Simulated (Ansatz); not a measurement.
LiNbO$_{3}$ (space group R-3c)

```cif
data_Li6Nb6O18
_chemical_formula_sum 'Li6 Nb6 O18'
_space_group_name_H-M_alt 'R-3c :H'
_space_group_IT_number 167
_space_group_name_Hall '-R 3 2"c'
_cell_length_a 5.18469
_cell_length_b 5.18469
_cell_length_c 13.68898
_cell_angle_alpha 90.000
_cell_angle_beta 90.000
_cell_angle_gamma 120.000
loop_
_atom_site_label
_atom_site_type_symbol
_atom_site_symmetry_multiplicity
_atom_site_Wyckoff_symbol
_atom_site_fract_x
_atom_site_fract_y
_atom_site_fract_z
_atom_site_occupancy
Li1 Li 6 a 0.00000 0.00000 0.25000 1
Nb1 Nb 6 b 0.00000 0.00000 0.00000 1
O1 O 18 e 0.37848 0.37848 0.25000 1
```
(The calculation used a cell of 10 atoms; values per cell refer to that cell.)

Equation-of-state scan: isotropic scaling of the cell above, V₀ being its volume. The atoms relax within the cell's symmetry.

All values below come from r2SCAN (plane waves to 500 eV, PAW, scalar-relativistic; Ansatz, a program for electronic structure). k mesh 8×8×8 (Γ-centred), Fermi-Dirac smearing 0.05 eV. E stands for the smeared free energy. With the shape held, the modulus is that of even scaling; a crystal free to change shape is softer. LiNbO3 is run without spin polarisation. LiNbO3 was relaxed with its symmetry unable to fall. This is one of several known forms of LiNbO3; the measured ambient cells at hand have space group No. 161. ΔE is measured from the relaxed starting cell.

| V (Å³/atom) | ΔE (meV/atom) |
|---|---|
| 8.923 | 188.8 |
| 9.348 | 97.3 |
| 9.773 | 39.7 |
| 10.198 | 9.1 |
| 10.622 | 0.0 |
| 11.047 | 7.8 |
| 11.472 | 29.0 |
| 11.897 | 60.8 |
| 12.322 | 100.8 |

What is the fitted pressure derivative B₀′?

4.8.

What bulk modulus at fixed cell shape B₀ follows from a third-order Birch-Murnaghan fit?

158 GPa. Check by three points about V = 10.622 Å³/atom, step 0.425: d²E/dV² ≈ (9.1 − 2·0.0 + 7.8) meV / 0.425² = 0.0936 eV/Å⁶, and V·d²E/dV² × 160.2 = 159 GPa.

(A scan under strain: stresses follow from slopes of the energy per volume, elastic moduli from its curvatures.)
